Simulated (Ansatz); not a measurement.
According to PBEsol in the plane-wave PAW code Ansatz, TiBiO$_{3}$ in the tetragonal phase (P4mm; Ti on 1b, Bi on 1a, O on 1b, O on 2c) relaxes to a = 3.941 Å, c = 4.035 Å. Against the elements it lies at -2038 meV/atom, with no fitted shifts.

Electronic character: metallic (no gap). The magnetic state found is ferromagnetic. The net moment is 0.04 μB per atom.

The start of the workflow was typed in or built on a structure type; neither database checked (COD, Materials Project) lists it. Its standing as an ambient phase is unchecked. Symmetry was held in the PBEsol relaxation; its stability against distortions is not shown here. Magnetic state: ferromagnetic, the only order run, not a proven ground state. The cell computed holds one magnetic atom, so no antiferromagnetic order was within reach. No Hubbard U is applied. The compound may be a true metal, but semilocal functionals without U, or a wrong spin order, can also close a gap. The references are the lowest solids computed at this level, not always the standard phases (solids in place of the gases). Spin–orbit coupling is left out wherever it is not named.

Potentials: the earlier of the program's two PAW sets. The files were generated under PBE; for other functionals the program regenerates the frozen cores, and for LDA and PBEsol the local potential too.
